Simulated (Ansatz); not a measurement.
MnO2 (P-3m1); volume scaled by 0.82, start moments a quarter as large.

```xyz
3
Lattice="2.6737 0.0000 0.0000 -1.3369 2.3155 0.0000 0.0000 0.0000 4.3068" Properties=species:S:1:pos:R:3 pbc="T T T"
Mn    0.0000    0.0000    2.1534
O     1.3369    0.7718    1.2650
O     0.0000    1.5437    3.0419
```

The reference geometry is a structure from the Materials Project; nothing is relaxed.

Functional, mesh and filling: LDA, 11×11×6 k mesh, Fermi–Dirac smearing of 0.03 eV. PAW means Ansatz 0.2.0 on its default frozen-core files. Site moments are integrated in spheres about the atoms. Start moments (μB): Mn1 1.

Iteration by iteration:

| iteration | Harris–Foulkes energy less the last (meV) | density residual (eV) | M (μB) | ∫|m| (μB) |
| --- | --- | --- | --- | --- |
| 1 | -3018.112 | 3.4e+01 | 0.6203 | 0.6217 |
| 2 | -551.486 | 4.3e+00 | 1.1929 | 1.1936 |
| 3 | 330.328 | 7.4e-01 | 1.4479 | 1.4495 |
| 4 | 403.195 | 2.7e-02 | 1.6847 | 1.6863 |
| 5 | 334.766 | 2.9e-02 | 1.9576 | 1.9594 |
| 6 | 293.728 | 6.8e-03 | 2.1840 | 2.1861 |
| 7 | 246.726 | 3.2e-03 | 2.3225 | 2.3252 |
| 8 | 191.546 | 2.8e-03 | 2.4640 | 2.4673 |
| 9 | 151.831 | 3.2e-03 | 2.5604 | 2.5643 |
| 10 | 112.767 | 8.7e-03 | 2.6543 | 2.6587 |
| 11 | 70.695 | 3.4e-03 | 2.7011 | 2.7058 |
| 12 | -35.089 | 3.2e-01 | 2.8661 | 2.8721 |
| 13 | 21.550 | 7.4e-04 | 2.8235 | 2.8291 |
| 14 | 2.216 | 2.2e-03 | 2.9244 | 2.9324 |
| 15 | 0.467 | 1.3e-04 | 2.9117 | 2.9194 |
| 16 | 0.016 | 1.1e-06 | 2.8986 | 2.9060 |
| 17 | 0.002 | 5.9e-07 | 2.9000 | 2.9074 |
| 18 | 0.000 | 3.7e-08 | 2.9006 | 2.9080 |
| 19 | 0.000 | 6.2e-09 | 2.9009 | 2.9083 |

Site moments (μB): Mn1 2.18, O2 0.13, O3 0.13. Cell moment 2.90 μB.

The PAW files were made with PBE; the program remakes their cores once for the run's functional and then keeps them frozen. The Ansatz runs typed with the search for lower states off end where their start leads. These are results for the start and cell typed. The real compound can order otherwise, in a larger cell, or not at all, since semilocal functionals without spin fluctuations often overstate magnetism; near a collapse of the moment, mesh and smearing move it by tens of per cent.
